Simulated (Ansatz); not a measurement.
## Ga2Os: reading a single point

```
Os Ga
1.0
     0.00000    4.78851    0.00000
     0.00000   -2.39425    4.41826
     4.16317    2.39425    0.00000
Os Ga
2 4
Cartesian
  0.0000 0.0000 0.0000
  2.0816 1.1971 2.2091
  2.7477 4.7885 0.0000
  1.4155 2.3943 0.0000
  3.4971 3.5914 2.2091
  0.6661 3.5914 2.2091
```

The numbers come from plane-wave PAW DFT (Ansatz): r2SCAN, no spin polarisation, 500 eV, 8×8×8 Γ-centred k points, gaussian occupations (width 0.0821 eV). Nothing was relaxed.

Q: What is the character of the valence top and the conduction bottom?

A: Within 0.7 eV of the edges, the states project mainly on Os d (81 %) and Ga p (14 %) below the gap and on Os d (62 %) and Ga p (24 %) above it.

Q: Is there a gap, and of what kind?

A: The gap is 0.78 eV, indirect (the least direct gap found is 1.04 eV). A semilocal functional usually gives too small a gap.

Q: Is the cell too large or too small?

A: The pressure is -7.2 GPa (compression positive), so with the atoms held at these fractions the cell would first shrink. The principal stresses -8.8, -7.2, -5.5 GPa differ, so its shape would change too.

Q: Which element gives electrons and which takes them?

A: Bader charges in e: Ga +0.44, Os -0.87. In the mean Ga gives up most and Os takes most.

Q: Is it stable against the elements?

A: -0.19 eV an atom against the elements' usual phases (free molecules for gases, crystals otherwise, with no correction for O₂ or N₂), so it is bound against them; other compounds may still compete. Relaxing would lower it.

Origin: a database entry at a rescaled volume. Caveats: no spin-orbit coupling, which can shift this gap by tenths of an eV.
